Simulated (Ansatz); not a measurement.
AlBRu (Cmcm), relaxed with r²SCAN (Ansatz, a first-principles code, plane waves, PAW): a = 3.2332 Å, b = 13.4632 Å, c = 3.0581 Å, α = 90.00°, β = 90.00°, γ = 90.00°.

- ΔH_f (eV/atom) = -0.24

Problem. The same phase is relaxed and computed with PBEsol in the same code. What are the cell and these values now?

Solution. a = 2.8539 Å, b = 13.5342 Å, c = 3.3972 Å, α = β = γ = 90.00°.

- ΔH_f (eV/atom) = -0.26

Typed or built starts, not in the databases checked: AlBRu, Cmcm (Al on 4c, B on 4c, Ru on 4c). All cells were relaxed under the symmetry of their starts (and spin orders); stability against distortions was not tested throughout. Rows with no word on spin ran without spin polarisation. Scalar-relativistic: spin–orbit coupling is off unless named, which matters more the heavier the elements.

Potentials: the later of the program's two PAW sets.

Ansatz is a plane-wave DFT program.

Formation energies count from the lowest solids of the elements computed at the same level, not from gases.
